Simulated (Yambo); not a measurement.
Yambo run on KCl (rock salt, space group Fm-3m, No. 225). The wavefunctions are LDA (pw.x of Quantum ESPRESSO, ONCV potentials, without SOC) ones on a 4×4×4 mesh (8 occupied bands); a = b = c = 4.2959 Å, α = β = γ = 60.00°.

Yambo input:

```
rim_cut
HF_and_locXC
RandQpts= 1000000
RandGvec= 1 Ry
EXXRLvcs= 72 Ry
VXCRLvcs= 288 Ry
% QPkrange
 1 | 1 | 8 | 9 |
 3 | 3 | 8 | 9 |
 7 | 7 | 8 | 9 |
 8 | 8 | 8 | 9 |
%
```

k points by index: 1 = Γ, 3 = L, 7 = X, 8 = W.

The o-*.hf file then holds:

```
#    K-point    Band    Eo [eV]    Ehf [eV]    Vxc [eV]    Vnlxc [eV]
#
    1    8    0.000000    -4.565915    -14.16390    -18.72982
    1    9    5.115364    9.516575    -8.112171    -3.710960
    3    8    -0.445710    -5.059592    -13.64373    -18.25762
    3    9    7.472373    11.93471    -7.992434    -3.530095
    7    8    -0.253506    -4.894681    -13.95958    -18.60075
    7    9    6.042442    10.68102    -8.142960    -3.504381
    8    8    -0.557485    -5.226447    -13.57722    -18.24619
    8    9    7.816270    12.74237    -9.055211    -4.129110
```
Exchange alone, without screening.

Geometry relaxed with LDA.
